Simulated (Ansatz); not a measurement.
Cu Kα1 powder pattern (kinematic, no thermal factors).
2θ (°) (relative intensity): 11.51 (20), 17.30 (9), 23.14 (5), 29.03 (4), 33.15 (63), 33.67 (12), 35.01 (43), 35.20 (11), 37.63 (100), 40.82 (6), 44.64 (6), 48.98 (27), 53.78 (4), 58.97 (4), 59.23 (37), 59.56 (2), 60.56 (2), 62.20 (2), 64.45 (2), 64.53 (39), 67.29 (2), 69.58 (6), 69.89 (1), 70.69 (30), 70.80 (1), 72.32 (15), 73.97 (3), 74.43 (1), 76.76 (1), 77.10 (1), 80.33 (6), 83.49 (4), 88.44 (1)

The pattern is computed from a structure relaxed with DFT PBE, scalar-relativistic, plane waves, PAW in Ansatz 0.2.0. No spin polarisation. Its elements are C, Ge, Si.

Q: Give the structure.

A: Si₅GeC₆.
Space group P3m1 (No. 156). a = 3.118 Å, b = 3.118 Å, c = 15.365 Å, α = 90.00°, β = 90.00°, γ = 120.00°
```json
{"atom": "Si", "site": "1c", "symmetry": "3m.", "x": "0.6667", "y": "0.3333", "z": "0.0053"}
{"atom": "Si", "site": "1c", "symmetry": "3m.", "x": "0.6667", "y": "0.3333", "z": "0.3351"}
{"atom": "Si", "site": "1c", "symmetry": "3m.", "x": "0.6667", "y": "0.3333", "z": "0.6646"}
{"atom": "Si", "site": "1a", "symmetry": "3m.", "x": "0.0000", "y": "0.0000", "z": "0.1702"}
{"atom": "Si", "site": "1a", "symmetry": "3m.", "x": "0.0000", "y": "0.0000", "z": "0.5000"}
{"atom": "Ge", "site": "1a", "symmetry": "3m.", "x": "0.0000", "y": "0.0000", "z": "0.8345"}
{"atom": "C", "site": "1c", "symmetry": "3m.", "x": "0.6667", "y": "0.3333", "z": "0.1295"}
{"atom": "C", "site": "1c", "symmetry": "3m.", "x": "0.6667", "y": "0.3333", "z": "0.4592"}
{"atom": "C", "site": "1c", "symmetry": "3m.", "x": "0.6667", "y": "0.3333", "z": "0.7879"}
{"atom": "C", "site": "1a", "symmetry": "3m.", "x": "0.0000", "y": "0.0000", "z": "0.2944"}
{"atom": "C", "site": "1a", "symmetry": "3m.", "x": "0.0000", "y": "0.0000", "z": "0.6241"}
{"atom": "C", "site": "1a", "symmetry": "3m.", "x": "0.0000", "y": "0.0000", "z": "0.9653"}
```

A pattern alone doesn't exclude other cells with like lines; this is the one computed.

The structure comes from a generated guess; another structure or a mixture of phases may lie lower.
